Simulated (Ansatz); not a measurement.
The start is a relaxed TiB2 cell, doubled along one cell vector, shaken by Gaussian noise of σ = 0.08 Å a coordinate. The structure is fully relaxed (lattice and positions, P = 0) with r2SCAN (plane waves to 500 eV, PAW, scalar-relativistic; Ansatz, a program for electronic structure). The first steps use a coarse 7×4×9 k-mesh.

The start:
```yaml
crystal:
  lattice:
    - [-1.69840, 2.12236, 2.34580]
    - [3.39679, -4.24472, 4.69160]
    - [1.69840, 2.12236, -2.34580]
  atoms:
    - { symbol: Ti, position: [0.00670, 0.01347, 0.98049] }
    - { symbol: Ti, position: [0.01119, 0.51252, 0.04901] }
    - { symbol: B, position: [0.31674, 0.40839, 0.50550] }
    - { symbol: B, position: [0.31770, 0.91041, 0.49589] }
    - { symbol: B, position: [0.69525, 0.11960, 0.50062] }
    - { symbol: B, position: [0.71476, 0.59920, 0.52461] }
```

**Question.** How large is the pressure on the unrelaxed cell, and of which sign?

**Answer.** -4 GPa (negative: the cell is under tension).

**Question.** How much energy is released per atom?

**Answer.** 1.53 eV/atom.

**Question.** How does the volume per atom move from start to end?

**Answer.** -25.0 %, from 11.27 to 8.46 Å³/atom.

**Question.** Does it find its way back to the structure it was made from?

**Answer.** It does not go back: it reaches I4₁/amd (No. 141), 1.39 eV/atom below the parent.

**Question.** How do the shortest distances between atoms change?

**Answer.** The closest pairs of elements (up to four, under 3.6 Å), start → end: B–B 1.79 → 1.74 Å; B–Ti 2.13 → 2.35 Å; Ti–Ti 3.30 → 3.05 Å.

**Question.** Write out the relaxed structure.

**Answer.** 
Space group I4₁/amd, origin choice 1 (No. 141); a = b = 3.106 Å, c = 10.518 Å, α = β = γ = 90.00°

| atom | site | symmetry | x | y | z |
|---|---|---|---|---|---|
| Ti | 4a | -4m2 | 0.0000 | 0.0000 | 0.0000 |
| B | 8e | 2mm. | 0.0000 | 0.0000 | 0.4171 |
(The calculation used a cell of 6 atoms; values per cell refer to that cell.)

Final values are on a 20×20×20 k-mesh of the relaxed cell. No spin polarisation in the result.

The relaxed structure here is a generated cell of TiB2: the first start was made by placing the elements on the sites of a structure type, and the end was not matched to a known phase here, so it may be hypothetical. Known forms of TiB2 include space group No. 191.
